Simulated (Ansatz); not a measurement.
## Co2Si under strain: Quadrupolar parameters

The cell is a COD entry, relaxed with PBE at fixed cell and then changed (z compressed by 1 %, ions relaxed).

```xyz
12
Lattice="4.9180 0.0000 0.0000 0.0000 3.7380 0.0000 0.0000 0.0000 7.0379" Properties=species:S:1:pos:R:3 pbc="T T T"
Co    4.7468    2.8035    1.5260
Co    0.1712    0.9345    5.5119
Co    2.6302    0.9345    5.0449
Co    2.2878    2.8035    1.9930
Co    4.0663    2.8035    3.9728
Co    0.8517    0.9345    3.0651
Co    3.3107    0.9345    0.4539
Co    1.6073    2.8035    6.5841
Si    1.4540    2.8035    4.2612
Si    3.4640    0.9345    2.7767
Si    1.0050    0.9345    0.7423
Si    3.9130    2.8035    6.2956
```

Sites (sets of like atoms) are named by element and the number of their first atom in this list.

Method: Kohn–Sham DFT in Ansatz, PBE, plane waves and PAW, scalar-relativistic, collinear spin, 420 eV cutoff, Γ-centred 9×12×6 k-points, Fermi–Dirac smearing 0.05 eV. Start moments as typed (μB): 3 on each Co, none on the rest.

Conventions: |V_zz| ≥ |V_yy| ≥ |V_xx|, η = (V_xx − V_yy)/V_zz, C_Q = eQV_zz/h.

⁵⁹Co: I = 7/2, Q = 420.0 mb. Quadrupole moments are those of Pyykkö's year-2017 table.

Q: Give the quadrupolar parameters of the distinct sites.

A: 

```json
{"site": "Co1", "atoms (order as listed)": "1, 2, 3, 4", "first shell": "5 Si at 2.34–2.59 Å, 8 Co at 2.50–2.66 Å", "V_xx, V_yy, V_zz (10²¹ V/m²)": "-0.56, -0.60, 1.16", "η": "0.04", "C_Q (MHz)": "11.8"}
{"site": "Co5", "atoms (order as listed)": "5, 6, 7, 8", "first shell": "5 Si at 2.30–2.63 Å, 8 Co at 2.54–2.69 Å", "V_xx, V_yy, V_zz (10²¹ V/m²)": "-0.25, -1.19, 1.43", "η": "0.66", "C_Q (MHz)": "14.5"}
{"site": "Si", "atoms (order as listed)": "9, 10, 11, 12", "first shell": "10 Co at 2.30–2.63 Å", "V_xx, V_yy, V_zz (10²¹ V/m²)": "-1.31, -1.73, 3.04", "η": "0.14", "C_Q (MHz)": "–"}
```

Si has no stable isotope with a ground-state quadrupole moment in the table, so no C_Q is given.

With no gap above 0.1 eV, as in a metal, the gradients converge slowly in k; expect changes of a tenth or more on a denser mesh. With these PAW files V_zz is typically within 2 to 3 % of all-electron values, but misses above 10 % occur on Co. The run lost most of its start moments on Co; a state with other moments may lie lower. The magnetic order is the one that the run reached from its start moments, not necessarily the measured one (the real compound may not order at all).
